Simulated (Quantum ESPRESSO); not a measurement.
Kohn-Sham bands of SnPbS₂ (R-3m)

```yaml
crystal:
  lattice:
    - [-2.09644, 3.63113, 0.00000]
    - [-4.19287, 0.00000, 0.00000]
    - [-2.09644, 1.21038, 6.85332]
  atoms:
    - { symbol: Sn, position: [0.50000, 0.50000, 0.50000] }
    - { symbol: Pb, position: [0.00000, 0.00000, 0.00000] }
    - { symbol: S, position: [0.75279, 0.75279, 0.74163] }
    - { symbol: S, position: [0.24721, 0.24721, 0.25837] }
```

Structure: Materials Project mp-1218952, symmetrised, not relaxed again. Not found in the COD (Crystallography Open Database) copy used; not checked further. Level: PBEsol, spinors with spin-orbit coupling; pw.x of Quantum ESPRESSO at 58 Ry with PseudoDojo potentials, 6×6×6 k-points, Wannier90. Density: 8×8×8 mesh, Gaussian smearing 0.01 Ry. With spin-orbit coupling a semilocal functional can close or falsely invert a small gap; the band order was not checked against a better method. The gap is small at this level and was sampled on the meshes and a path alone.

**Question.** List the Kohn-Sham levels between −8 and 3.2 eV relative to the valence-band maximum at the high-symmetry points, as a band run of pw.x on that density gives them (levels within 2 meV counted together).

**Answer.** 
```csv
point,k (reciprocal lattice),levels (eV)
Γ,0.000 0.000 0.000,"-5.35 (×2), -2.40 (×2), -2.14 (×2), -2.13 (×2), -1.94 (×2), -1.91 (×2), 0.00 (×2), 0.28 (×2), 1.40 (×2), 2.09 (×2)"
T,0.000 0.000 0.500,"-7.54 (×2), -6.42 (×2), -2.23 (×2), -2.12 (×2), -2.06 (×2), -2.04 (×2), -1.14 (×2), -1.07 (×2), 1.75 (×2), 1.92 (×2), 2.69 (×2), 3.01 (×2), 3.15 (×2)"
H_2,-0.313 -0.625 0.187,"-7.15 (×2), -4.42 (×2), -4.30 (×2), -3.20 (×2), -3.03 (×2), -1.87 (×2), -1.32 (×2), 1.86 (×2), 2.37 (×2)"
H_0,-0.375 -0.687 -0.187,"-7.15 (×2), -4.42 (×2), -4.30 (×2), -3.20 (×2), -3.03 (×2), -1.87 (×2), -1.32 (×2), 1.86 (×2), 2.37 (×2)"
L,0.000 -0.500 0.000,"-7.14 (×2), -3.94 (×2), -3.81 (×2), -2.96 (×2), -2.82 (×2), -2.32 (×2), -1.92 (×2), 2.30 (×2), 2.66 (×2)"
S_0,-0.344 -0.687 -0.344,"-7.13 (×2), -4.67 (×2), -3.98 (×2), -3.61 (×2), -2.80 (×2), -2.06 (×2), -0.88 (×2), 1.41 (×2), 2.55 (×2)"
S_2,-0.344 -0.656 0.000,"-7.13 (×2), -4.67 (×2), -3.98 (×2), -3.61 (×2), -2.80 (×2), -2.06 (×2), -0.88 (×2), 1.41 (×2), 2.55 (×2)"
F,-0.500 -0.500 0.000,"-6.32 (×2), -5.29 (×2), -3.62 (×2), -3.40 (×2), -1.93 (×2), -1.90 (×2), -0.02 (×2), 0.30 (×2), 1.42 (×2), 2.12 (×2)"
```
